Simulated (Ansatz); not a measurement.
Sr2CaWO6:
Space group I4/m (No. 87); a = b = 5.723 Å, c = 8.322 Å, α = β = γ = 90.00°

```
atom  site  symmetry       x       y       z
----  ----  --------  ------  ------  ------
Sr      4d      -4..  0.0000  0.5000  0.2500
Ca      2b     4/m..  0.0000  0.0000  0.5000
W       2a     4/m..  0.0000  0.0000  0.0000
O       8h       m..  0.2943  0.1614  0.0000
O       4e       4..  0.0000  0.0000  0.2315
```
(The calculation used a cell of 10 atoms; values per cell refer to that cell.)

Relaxed with PBEsol.

Question: Tabulate the valence density and the electron localisation function along the shortest W–O contact (1.92 Å), PBEsol in the plane-wave PAW code Ansatz.

Answer: 

| distance from W (Å) | density (e/Å³) | ELF |
|---|---|---|
| 0.19 | 4.54 | 0.12 |
| 0.29 | 5.22 | 0.35 |
| 0.38 | 5.41 | 0.58 |
| 0.48 | 4.96 | 0.70 |
| 0.58 | 4.04 | 0.73 |
| 0.67 | 2.99 | 0.65 |
| 0.77 | 2.06 | 0.49 |
| 0.86 | 1.43 | 0.31 |
| 0.96 | 1.12 | 0.26 |
| 1.06 | 1.09 | 0.36 |
| 1.15 | 1.29 | 0.59 |
| 1.25 | 1.72 | 0.75 |
| 1.34 | 2.45 | 0.80 |
| 1.44 | 3.53 | 0.78 |
| 1.54 | 4.80 | 0.70 |
| 1.63 | 6.00 | 0.56 |
| 1.73 | 6.91 | 0.39 |

The density is the valence pseudo-density with augmentation charge, so density and ELF within about 1 Å of a nucleus are not all-electron values.

The first step of the workflow began from a Materials Project structure, measured or hypothetical; the Crystallography Open Database copy checked does not list it. COD files the formula under space group No. 14, so this cell is another polymorph or a model. Whether it is the stable phase at ambient conditions was not checked. The PBEsol relaxation kept the symmetry of its start; its stability against distortions is not shown here. No spin polarisation was allowed. No Hubbard U is applied. Spin–orbit coupling is left out wherever it is not named.

Potentials: the later of the program's two PAW sets.
